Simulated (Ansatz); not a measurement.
Lu3Mg2TiS8: Coordination and 33S quadrupole coupling

Cell: a Materials Project structure (computed, not necessarily an observed phase), taken as it stands.

Space group R-3m:H (No. 166); a = 7.7140, c = 18.5680 Å, γ = 120.00°.

```
site  Wyckoff  site symmetry       x       y       z
  Mg       6c             3m  0.0000  0.0000  0.1248
  Lu       9e           .2/m  0.6667  0.8333  0.3333
  Ti       3b            -3m  0.0000  0.0000  0.5000
  S7      18h             .m  0.3096  0.1548  0.4194
  S9       6c             3m  0.0000  0.0000  0.7442
```

One atom of each set is listed; the run and its k-mesh use a cell of 14 atoms with edges of 7.63, 7.63, 7.63 Å.

Level of theory: DFT, r2SCAN, plane waves and PAW, scalar-relativistic, collinear spin, 500 eV cutoff, Γ-centred 5×5×5 k-points, Fermi–Dirac smearing 0.05 eV (Ansatz 0.2.0). Start moments as typed (μB): 1 on each Ti, none on the rest.

Q(33S) = -69.40 mb.

Problem. Rank these S sites by |C_Q|, smallest first.
A. S7: 1 Mg at 2.49 Å, 1 Ti at 2.55 Å, 2 Lu at 2.68 Å
B. S9: 1 Mg at 2.43 Å, 3 Lu at 2.65 Å

Solution. B (3.32 MHz, η = 0.00), A (5.04 MHz, η = 0.38).

An axis of threefold or higher order runs through S9, so V_zz lies along it and η is zero. Like point charges on the first shell alone (each adding as 1/d³) would put S9 above S7: the kind of neighbour, the covalent part of each bond and the atoms beyond the first shell count as well.

The program didn't check the stability of this electronic state in full, so a lower one may lie near. Without spin–orbit coupling the gradients at and beside Lu can be off by some per cent, at some sites by more. With a gap of 0.4 eV on this mesh, the gradients can still move by some per cent as the k-mesh gets denser. All moments are parallel here, as the start or the cell imposes; many such compounds order antiparallel, where fields and spin densities carried over to other atoms largely cancel. The magnetic order is the one that the run reached from its start moments, not necessarily the measured one.
